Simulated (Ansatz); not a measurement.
TePb (rock salt, space group No. 225), a = 6.5077 Å, b = 6.5077 Å, c = 6.5077 Å, α = 90.00°, β = 90.00°, γ = 90.00°; the cell used has 2 atoms.

Relaxed with r²SCAN+D4.

Question: Tabulate the valence density and the electron localisation function along the shortest Te–Pb contact (3.25 Å), DFT-r²SCAN+D4 in the program Ansatz with PAW potentials.

Answer: 

```
distance from Te (Å)  density (e/Å³)   ELF
--------------------  --------------  ----
0.33                           11.69  0.01
0.49                            6.75  0.09
0.65                            2.93  0.29
0.81                            1.12  0.46
0.98                            0.64  0.55
1.14                            0.44  0.63
1.30                            0.31  0.67
1.46                            0.23  0.56
1.63                            0.20  0.38
1.79                            0.20  0.27
1.95                            0.25  0.27
2.12                            0.40  0.34
2.28                            0.73  0.41
2.44                            1.45  0.42
2.60                            2.77  0.29
2.77                            4.70  0.11
2.93                            7.07  0.02
```

The density is the valence pseudo-density with augmentation charge, so density and ELF within about 1 Å of a nucleus are not all-electron values.

Space group Fm-3m (rock salt). The cell was relaxed with r²SCAN+D4 under the symmetry of its start. Spin–orbit coupling is left out wherever it is not named.

Potentials: the later of the program's two PAW sets.
